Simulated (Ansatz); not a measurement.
AgW:
```
CELL_PARAMETERS angstrom
      2.66559     0.00000     0.00000
      0.00000     2.66559     0.00000
      0.00000     0.00000     4.55420
ATOMIC_POSITIONS crystal
  Ag 0.00000 0.00000 0.00000
  W  0.50000 0.50000 0.50000
```

Relaxed with r²SCAN. Special points in fractions of this cell's reciprocal vectors: Γ (0.000, 0.000, 0.000); X (0.000, 0.500, 0.000); M (0.500, 0.500, 0.000); Z (0.000, 0.000, 0.500); R (0.000, 0.500, 0.500); A (0.500, 0.500, 0.500).

List the band energies nearest the Fermi level at these points for r²SCAN with spin–orbit coupling (plane waves, PAW; program Ansatz).

In eV from the Fermi level; about four levels below and three above (degenerate sets whole), none deeper than 8.9 eV; points with the same levels are listed once.

| k | below | above |
|---|---|---|
| Γ | -2.77 -2.77 -0.20 -0.20 | 2.98 2.98 3.36 3.36 |
| X | -3.53 -3.53 -2.27 -2.27 | 0.47 0.47 1.45 1.45 |
| M | -2.58 -2.58 -2.30 -2.30 | 0.10 0.10 0.30 0.30 |
| Z | -3.47 -3.47 -1.79 -1.79 | 2.37 2.37 2.71 2.71 |
| R | -1.53 -1.53 -0.53 -0.53 | 0.19 0.19 1.74 1.74 |
| A | -2.47 -2.47 -2.31 -2.31 | 1.32 1.32 7.40 7.40 |

Space group P4/mmm (L1₀ or tetragonal B2). The start of the workflow was typed in or built on a structure type; neither database checked (COD, Materials Project) lists it. Its standing as an ambient phase is unchecked. Symmetry was held in the r²SCAN relaxation. At this level the phase is mechanically unstable. No spin polarisation was allowed. Its formation energy is positive at this level, so the cell may be metastable or incomplete.

Potentials: the later of the program's two PAW sets.
